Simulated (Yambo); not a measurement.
Yambo run on Cs2LiYCl6 (space group Fm-3m, No. 225). The wavefunctions come from this Quantum ESPRESSO step (PBEsol, PseudoDojo standard norm-conserving files, scalar-relativistic):

```
&CONTROL
  calculation = 'nscf'
  pseudo_dir = './pseudo'
  outdir = './out'
/
&SYSTEM
  ibrav = 0
  nat = 10
  ntyp = 4
  ecutwfc = 74.0
  ecutrho = 296.0
  occupations = 'fixed'
  force_symmorphic = .true.
  nbnd = 419
/
&ELECTRONS
  conv_thr = 1e-08
  diago_full_acc = .true.
  diago_thr_init = 1e-08
/
ATOMIC_SPECIES
Li 6.9400 Li.upf
Cl 35.4500 Cl.upf
Y 88.9058 Y.upf
Cs 132.9055 Cs.upf
CELL_PARAMETERS angstrom
  0.000000000000   5.313830000000   5.313830000000
  5.313830000000   0.000000000000   5.313830000000
  5.313830000000   5.313830000000   0.000000000000
ATOMIC_POSITIONS crystal
Li   0.500000000000   0.500000000000   0.500000000000
Cl   0.750320000000   0.249680000000   0.249680000000
Cl   0.249680000000   0.750320000000   0.750320000000
Cl   0.249680000000   0.750320000000   0.249680000000
Cl   0.750320000000   0.249680000000   0.750320000000
Cl   0.249680000000   0.249680000000   0.750320000000
Cl   0.750320000000   0.750320000000   0.249680000000
Y   0.000000000000   0.000000000000   0.000000000000
Cs   0.750000000000   0.750000000000   0.750000000000
Cs   0.250000000000   0.250000000000   0.250000000000
K_POINTS automatic
2 2 2 0 0 0
```

Yambo input:

```
rim_cut
gw0
dyson
el_el_corr
HF_and_locXC
ppa
em1d
RandQpts= 1000000
RandGvec= 1 Ry
EXXRLvcs= 74 Ry
VXCRLvcs= 296 Ry
Chimod= "HARTREE"
% BndsRnXp
 3 | 418 |
%
NGsBlkXp= 7 Ry
% LongDrXp
 1.0 | 1.0 | 1.0 |
%
PPAPntXp= 27.2114 eV
% GbndRnge
 1 | 418 |
%
GTermKind= "BG"
DysSolver= "n"
ExtendOut
% QPkrange
 1 | 1 | 37 | 38 |
 2 | 2 | 37 | 38 |
 3 | 3 | 37 | 38 |
%
```

k points by index: 1 = Γ, 2 = L, 3 = X.

The o-*.qp file then holds:

```
#    K-point    Band    Eo [eV]    E [eV]    E-Eo [eV]    Vxc [eV]    Vnlxc [eV]    Sc|Eo [eV]    Sc|E [eV]    dSc/dw|Eo [eV]    Re(Z)    Im(Z)
#
    1    37    0.000000    -1.748152    -1.748152    -14.27393    -18.72425    2.279412    2.702165    -6.580015    0.805273    -0.001332
    1    38    4.828439    6.230917    1.402479    -11.67260    -6.249162    -3.747423    -4.020956    -5.306668    0.836807    -0.001236
    2    37    -0.265786    -2.047327    -1.781540    -13.97689    -18.50441    2.314251    2.745973    -6.593662    0.804948    -0.001389
    2    38    4.995120    6.432155    1.437034    -11.96406    -6.413798    -3.827577    -4.113233    -5.408582    0.834192    -0.001286
    3    37    -0.015584    -1.761710    -1.746126    -14.23888    -18.67952    2.272716    2.694518    -6.572832    0.805444    -0.001335
    3    38    4.938762    6.400449    1.461687    -11.99293    -6.377542    -3.863053    -4.153704    -5.410373    0.834146    -0.001268
```
(The two width columns are left out.) Convergence of these settings isn't established.

Geometry of the Materials Project entry, not relaxed at this level.
